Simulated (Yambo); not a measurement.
Yambo input for LaVO4 (space group I4_1/amd, No. 141) (a = b = c = 6.211 Å, α = β = 106.15°, γ = 116.33°), on PBEsol (Quantum ESPRESSO, PseudoDojo norm-conserving, 110 Ry, scalar-relativistic) wavefunctions on a 4×4×4 mesh:

```
optics
chi
dipoles
kernel
FFTGvecs= 40 Ry
Chimod= "HARTREE"
NGsBlkXd= 3 Ry
% QpntsRXd
 1 | 1 |
%
% BndsRnXd
 3 | 154 |
%
GrFnTpXd= "R"
% EnRngeXd
 0.0 | 20.0 | eV
%
% DmRngeXd
 0.2 | 0.2 | eV
%
CGrdSpXd= 50
ETStpsXd= 161
% LongDrXd
 1.0 | 0.0 | 0.0 |
%
% XfnQP_E
 2.024 | 1.0 | 1.0 |
%
```

First lines of the file o-*.eps_q1_inv_rpa_dyson:

```
Absorption @ Q(1):   1.00000000     0.00000000     0.00000000    [q->0 direction]
#
# [ X ] Hartree size     :  119
# [GEN] GF Energies     : Perdew, Burke & Ernzerhof SOL(X)+Perdew, Burke & Ernzerhof SOL(C)+ user defined corrections @E
# [GEN] Green`s Function     : Retarded
#
# [GEN] Gauge     : Length
# [GEN] [r,Vnl] included     : yes
#
#    E[1] [eV]     Im(eps)     Re(eps)     Im(eps_o)     Re(eps_o)
#
     0.000000     0.77184E-15     3.292421     0.61148E-19     3.816795
     0.125000     0.001126     3.292772     0.001691     3.817321
     0.250000     0.002256     3.293826     0.003387     3.818904
     0.375000     0.003391     3.295586     0.005095     3.821546
     0.500000     0.004535     3.298057     0.006819     3.825258
     0.625000     0.005692     3.301245     0.008566     3.830051
     0.750000     0.006864     3.305159     0.010341     3.835940
     0.875000     0.008056     3.309809     0.012151     3.842947
     1.000000     0.009270     3.315209     0.014003     3.851093
     1.125000     0.010510     3.321374     0.015903     3.860408
     1.250000     0.011780     3.328320     0.017859     3.870923
     1.375000     0.013086     3.336069     0.019881     3.882677
     1.500000     0.014430     3.344644     0.021975     3.895711
     1.625000     0.015819     3.354069     0.024153     3.910074
     1.750000     0.017258     3.364375     0.026426     3.925821
     1.875000     0.018753     3.375593     0.028805     3.943015
     2.000000     0.020310     3.387761     0.031304     3.961724
     2.125000     0.021938     3.400920     0.033938     3.982028
     2.250000     0.023644     3.415116     0.036725     4.004015
     2.375000     0.025438     3.430400     0.039684     4.027786
     2.500000     0.027331     3.446829     0.042838     4.053453
     2.625000     0.029335     3.464468     0.046213     4.081143
     2.750000     0.031464     3.483390     0.049839     4.111002
     2.875000     0.033735     3.503677     0.053751     4.143193
     3.000000     0.036165     3.525420     0.057991     4.177906
     3.125000     0.038779     3.548725     0.062609     4.215355
     3.250000     0.041602     3.573712     0.067665     4.255789
     3.375000     0.044666     3.600518     0.073229     4.299495
     3.500000     0.048010     3.629302     0.079392     4.346807
     3.625000     0.051682     3.660246     0.086260     4.398120
     3.750000     0.055740     3.693567     0.093971     4.453898
     3.875000     0.060261     3.729519     0.102698     4.514697
     4.000000     0.065339     3.768405     0.112666     4.581186
```
(The file goes on to the top of the energy range.) Convergence of the RPA response with its 4×4×4 mesh was not tested. The scissor comes from a G0W0 run whose convergence isn't established.

Geometry of the Materials Project entry, not relaxed at this level.

The structure is a Materials Project entry; no match was found in the copy of COD used, and its stability was not checked.

The runs are not spin-polarised; magnetic order was not tried.
